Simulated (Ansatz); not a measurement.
Level of theory: DFT PBE, scalar-relativistic, plane waves, PAW in Ansatz. All cells share a 420 eV cutoff and Γ-centred k meshes spaced at most about 0.3 Å⁻¹ (about 0.25 or finer for metals, 2π included). No spin polarisation in the final relaxations.

Each of these unrelaxed guesses is relaxed in cell and atoms within its symmetry. A guess keeps its type if space group and coordination stay and the shape of the cell changes little (axis ratios within about 15 %, angles within 6°); the volume may change.

1. W4Se3

```cif
data_structure
_symmetry_space_group_name_H-M 'Pm-3m'
_symmetry_Int_Tables_number 221
_cell_length_a 5.2020
_cell_length_b 5.2020
_cell_length_c 5.2020
_cell_angle_alpha 90.000
_cell_angle_beta 90.000
_cell_angle_gamma 90.000
_cell_volume 140.77
loop_
_atom_site_label
_atom_site_type_symbol
_atom_site_symmetry_multiplicity
_atom_site_Wyckoff_symbol
_atom_site_fract_x
_atom_site_fract_y
_atom_site_fract_z
_atom_site_occupancy
W1 W 3 d 0.50000 0.00000 0.00000 1
W2 W 1 b 0.50000 0.50000 0.50000 1
Se1 Se 3 c 0.00000 0.50000 0.50000 1
```

2. Si2Br3

```cif
data_structure
_symmetry_space_group_name_H-M 'I4/mmm'
_symmetry_Int_Tables_number 139
_cell_length_a 5.7643
_cell_length_b 5.7643
_cell_length_c 9.8310
_cell_angle_alpha 90.000
_cell_angle_beta 90.000
_cell_angle_gamma 90.000
_cell_volume 326.65
loop_
_atom_site_label
_atom_site_type_symbol
_atom_site_symmetry_multiplicity
_atom_site_Wyckoff_symbol
_atom_site_fract_x
_atom_site_fract_y
_atom_site_fract_z
_atom_site_occupancy
Si1 Si 4 e 0.50000 0.50000 0.28184 1
Br1 Br 4 c 0.00000 0.50000 0.00000 1
Br2 Br 2 b 0.50000 0.50000 0.00000 1
```

Question: Which guesses survive the relaxation?

Answer: Guess 1 keeps its type. Symmetry leaves only the cell edge free in guess 1, so these can't change.

| guess | kept | start group | end group | V start (Å³/atom) | V end | b/a and c/a, end over start | nearest neighbours start | nearest neighbours end |
| --- | --- | --- | --- | --- | --- | --- | --- | --- |
| 1 | yes | Pm-3m | Pm-3m | 20.1 | 18.4 | 1.00, 1.00 | Se 6, W 4/6 | Se 6, W 4/6 |
| 2 | no | I4/mmm | I4/mmm | 32.7 | 29.9 | 1.00, 0.68 | Br 2/6, Si 1 | Br 2/6, Si 2 |

Neighbours count within 15 % of an atom's shortest distance; end groups are read at 0.02 Å (0.05 Å in metals).

No dispersion correction is applied, so the spacing and binding between layers, chains or molecules are poorly described (Si2Br3 I4/mmm). Spin–orbit coupling, which can matter for W, is left out. In Si2Br3 I4/mmm an odd number of electrons in the primitive cell allows no gap without spin; a larger cell or a magnetic state could open one. A magnetic state wasn't ruled out in cells without spin, among them W4Se3 Pm-3m, Si2Br3 I4/mmm. Cells relaxed within their symmetry can be saddle points.

In counts of neighbours, a slash parts the counts of unlike sites.
